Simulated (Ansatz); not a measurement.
**Vibrational response of Sr$_{3}$TiO**

These are results of DFT PBE, scalar-relativistic, plane waves, PAW (Ansatz), not measurements. Plane waves to 420 eV; Γ-centred k mesh 8×8×8; Gaussian smearing of 0.20 eV. Collinear spin, site moments 0.1, 0.1, 0.1, 2.3, 0.0 μB. Phonons by linear response, acoustic sum rule imposed.

The cell, relaxed at this level:
```yaml
crystal:
  lattice:
    - [5.27456, 0.00000, 0.00000]
    - [0.00000, 5.27456, 0.00000]
    - [0.00000, 0.00000, 5.27456]
  atoms:
    - { symbol: Sr, position: [0.00000, 0.50000, 0.50000] }
    - { symbol: Sr, position: [0.50000, 0.00000, 0.50000] }
    - { symbol: Sr, position: [0.50000, 0.50000, 0.00000] }
    - { symbol: Ti, position: [0.00000, 0.00000, 0.00000] }
    - { symbol: O, position: [0.50000, 0.50000, 0.50000] }
```

The cell was built by swapping an element in a database structure (itself possibly hypothetical) and relaxing; it need not be the stable form of this composition. In a metal, frequencies and elastic constants depend on the k mesh and the smearing, soft modes and shear constants most. A semilocal functional can close a gap that the real compound has.

Optical modes at Γ; i marks an imaginary frequency:
| frequency (cm⁻¹) | degeneracy |
| --- | --- |
| 96 | 3 |
| 111 | 3 |
| 129 | 3 |
| 189 | 3 |

All 12 optical modes at Γ are real: no displacement of atoms at fixed cell lowers the energy to second order. Strains and modes at other wave vectors aren't tested by this run.

Cost: 1 run of about 20 core-minutes, on AMD EPYC (Zen 3) (shared hosts).